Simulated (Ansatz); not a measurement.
**Notes on TiSi2**

```
CELL_PARAMETERS angstrom
-4.13148 2.39863 0.00000
0.00000 2.39863 4.27344
4.13148 2.39863 0.00000
ATOMIC_POSITIONS crystal
Ti 0.00000 0.00000 0.00000
Ti 0.75000 0.50000 0.25000
Si 0.66328 0.00000 0.33672
Si 0.33672 0.00000 0.66328
Si 0.08672 0.50000 0.91328
Si 0.41328 0.50000 0.58672
```

Method: PBE, spin-orbit coupling; PAW, plane waves to 420 eV, 6×6×6 Γ-centred mesh, fermi-dirac occupations (width 0.0228 eV) (Ansatz 0.2.0), atoms fixed.

The state carries no moments; the state need not be the lowest.

Q: What is the formation energy?

A: -0.56 eV an atom against the elements' usual phases (free molecules for gases, crystals otherwise, with no correction for O₂ or N₂), so it is bound against them; other compounds may still compete. Relaxing would lower it.

Q: Is there a gap?

A: It is a metal, with about 1.9 states/eV a cell as the mean within 0.25 eV of the Fermi level, mostly Ti d (72 %) and Si p (21 %).

Q: How is the charge shared?

A: Bader charges in e: Ti +1.15, Si -0.58. In the mean Ti gives up most and Si takes most.

Q: Is the cell too large or too small?

A: The pressure is 0.6 GPa (compression positive), so with the atoms held at these fractions the cell would first expand.

Q: Are the atoms at rest?

A: Nearly at rest: the largest force is 0.030 eV/Å.

Origin: a database entry at a rescaled volume. Caveats: the SCF threshold is loose for a stress.
